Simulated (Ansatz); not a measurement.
Relaxed-ion elastic tensor of AgI (CsCl type, Pm-3m) in GPa (Voigt order), the program Ansatz at the LDA level (PAW); density 7.79 g/cm³, 25.01 Å³ per atom.

```
 84.2   33.1   33.1    0.0    0.0    0.0
 33.1   84.2   33.1    0.0    0.0    0.0
 33.1   33.1   84.2    0.0    0.0    0.0
  0.0    0.0    0.0  -25.7    0.0    0.0
  0.0    0.0    0.0    0.0  -25.7    0.0
  0.0    0.0    0.0    0.0    0.0  -25.7
```

Task: Is the crystal mechanically stable?

Result: No: the smallest eigenvalue of C is -25.7 GPa.

The workflow started from a Materials Project entry (that database holds measured and hypothetical structures alike); the Crystallography Open Database copy checked does not list it. It is not the phase usual at ambient conditions (space group No. 186, 216). The cell was relaxed with LDA under the symmetry of its start. At this level the phase is mechanically unstable. No spin polarisation was allowed. Its formation energy is positive at this level, so the cell may be metastable or incomplete. As this level gives no gap, shear constants depend on the k-mesh and smearing (Fermi–Dirac, 0.1 eV here). Spin–orbit coupling is left out wherever it is not named.

Potentials: the earlier of the program's two PAW sets.
